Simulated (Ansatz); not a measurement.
GeS:
```
GeS
1.0
    1.89069    -5.20981     0.00000
    1.89069     5.20981     0.00000
    0.00000     0.00000     3.76150
Ge S
2 2
Direct
  0.87057   0.12943   0.25000
  0.12943   0.87057   0.75000
  0.64346   0.35654   0.25000
  0.35654   0.64346   0.75000
```

Relaxed with LDA. Special points in fractions of this cell's reciprocal vectors: Γ (0.000, 0.000, 0.000); Y (-0.500, 0.500, 0.000); C0 (-0.283, 0.717, 0.000); Σ0 (0.283, 0.283, 0.000); Z (0.000, 0.000, 0.500); A0 (0.283, 0.283, 0.500); E0 (-0.283, 0.717, 0.500); T (-0.500, 0.500, 0.500); S (0.000, 0.500, 0.000); R (0.000, 0.500, 0.500).

Problem. List the band energies nearest the Fermi level at these points for the program Ansatz at the LDA level (PAW).

Solution. In eV from the Fermi level; about four levels below and three above (degenerate sets whole), none deeper than 8.9 eV; points with the same levels are listed once.

| k | below | above |
|---|---|---|
| Γ | -4.08 -2.96 -2.10 -0.78 | 3.24 4.43 4.50 |
| Y | -2.90 -2.60 -2.19 -0.94 | 0.07 3.37 3.97 |
| C0 | -2.39 -2.33 -1.32 -0.26 | 0.70 0.88 1.59 |
| Z | -2.36 -2.36 -0.56 -0.56 | 0.89 0.89 1.13 1.13 |
| A0 | -4.16 -4.16 -2.41 -2.41 | 2.94 2.94 5.02 5.02 |
| T | -2.24 -2.24 -1.12 -1.12 | 1.85 1.85 1.92 1.92 |
| S | -2.56 -2.21 -0.89 -0.57 | 0.99 1.24 1.73 |
| R | -4.93 -4.93 -2.26 -2.26 | 2.61 2.61 5.58 5.58 |

Space group Cmcm. The workflow started from a Materials Project entry (that database holds measured and hypothetical structures alike); the Crystallography Open Database copy checked does not list it. COD files the formula under space group No. 62, so this cell is another polymorph or a model. Whether it is the stable phase at ambient conditions was not checked. The LDA relaxation kept the symmetry of its start. At this level the phase is dynamically unstable (imaginary phonons). A crystal of weakly bound layers computed without a dispersion correction: the cell and the soft elastic constants depend strongly on that. The Fermi level of a semimetal is unsure by some 0.05 eV on such meshes. Scalar-relativistic: spin–orbit coupling is off unless named, which matters more the heavier the elements.

Potentials: the later of the program's two PAW sets.
